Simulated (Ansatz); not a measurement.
Consider the following.

PbS:
Space group Fm-3m (No. 225); a = 6.009 Å, b = 6.009 Å, c = 6.009 Å, α = 90.00°, β = 90.00°, γ = 90.00°

| atom | site | symmetry | x | y | z |
|---|---|---|---|---|---|
| S | 4a | m-3m | 0.0000 | 0.0000 | 0.0000 |
| Pb | 4b | m-3m | 0.5000 | 0.5000 | 0.5000 |
(The calculation used a cell of 2 atoms; values per cell refer to that cell.)

This is the PBE-relaxed structure.

**Question.** All from PBE in the plane-wave PAW code Ansatz, unless another level is named. Estimate the band gap.

**Answer.** 0.49 eV (direct).

**Question.** Give the electron effective mass.

**Answer.** 0.16 mₑ (isotropic).

**Question.** Next, the formation energy from the elements (no fitted shifts)?

**Answer.** -0.55 eV/atom.

The cell was relaxed with PBE under the symmetry of its start. The references are the lowest solids computed at this level, not always the standard phases. Scalar-relativistic: spin–orbit coupling is off unless named, which matters more the heavier the elements.

Potentials: the later of the program's two PAW sets.
